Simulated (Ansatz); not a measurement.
**Zn2InO, before and after**

Recipe of this trial structure of Zn2InO: random cell by space group and Wyckoff sites (P4/mmm, No. 123). Lengths were set from tabulated atomic sizes, so they are only a guess.

start.cif

```cif
data_structure
_symmetry_space_group_name_H-M 'P 1'
_symmetry_Int_Tables_number 1
_cell_length_a 4.3433
_cell_length_b 4.3433
_cell_length_c 3.2818
_cell_angle_alpha 90.000
_cell_angle_beta 90.000
_cell_angle_gamma 90.000
_cell_volume 61.91
loop_
_atom_site_label
_atom_site_type_symbol
_atom_site_fract_x
_atom_site_fract_y
_atom_site_fract_z
_atom_site_occupancy
Zn1 Zn 0.00000 0.50000 0.50000 1
Zn2 Zn 0.50000 0.00000 0.50000 1
In1 In 0.00000 0.00000 0.00000 1
O1 O 0.50000 0.50000 0.50000 1
```

These are results of Ansatz 0.2.0, DFT PBE, scalar-relativistic, plane waves, PAW, not measurements. Cutoff 420 eV, Gaussian smearing, Γ-centred meshes. Cell and atoms relax first on a coarse mesh and then on a finer one. In between, the cell is made exact in the group found at 0.06 Å. In metals the finer mesh still leaves noise of several meV/atom or more. The steps can't lower the symmetry of their start. No spin polarisation in the relaxation; trial moments died out in a coarse test.

end.cif

```cif
data_structure
_symmetry_space_group_name_H-M 'P 1'
_symmetry_Int_Tables_number 1
_cell_length_a 4.0716
_cell_length_b 4.0716
_cell_length_c 4.4955
_cell_angle_alpha 90.000
_cell_angle_beta 90.000
_cell_angle_gamma 90.000
_cell_volume 74.53
loop_
_atom_site_label
_atom_site_type_symbol
_atom_site_fract_x
_atom_site_fract_y
_atom_site_fract_z
_atom_site_occupancy
Zn1 Zn 0.00000 0.50000 0.50000 1
Zn2 Zn 0.50000 0.00000 0.50000 1
In1 In 0.00000 0.00000 0.00000 1
O1 O 0.50000 0.50000 0.50000 1
```

The symmetry stays P4/mmm (No. 123). The volume per atom grows by 20.4 %, from 15.5 to 18.6 Å³. The shortest distance goes from 2.17 Å (Zn–O) to 2.04 Å (Zn–O). The ratio c/a of the conventional cell changes by a factor of 1.46. The energy falls by about 0.18 eV/atom (the start's value is from the coarse mesh).

```
Volume per atom                             : 18.63 Å³
Density                                     : 5.83 g/cm³
Formation energy                            : −0.22 eV/atom
Gap on the 12×12×10 mesh of the 4-atom cell : 0 eV (a metal)
```

Formation energies are uncorrected and refer to the elements' standard structures at the same level (O₂ as a molecule).

The last run used Gaussian smearing of 0.10 eV. An odd number of electrons in the primitive cell allows no gap without spin; a larger cell or a magnetic state could open one. Symmetry constrained the relaxation, so the result can be a saddle point. In all, the 3 runs took 63 s on 1 thread of Intel(R) Xeon(R) 6975P-C (Granite Rapids), on a shared host. Another cell of Zn2InO relaxed alike, in P-4m2, lies 0.36 eV/atom lower, so this cell isn't the stable form at this level.
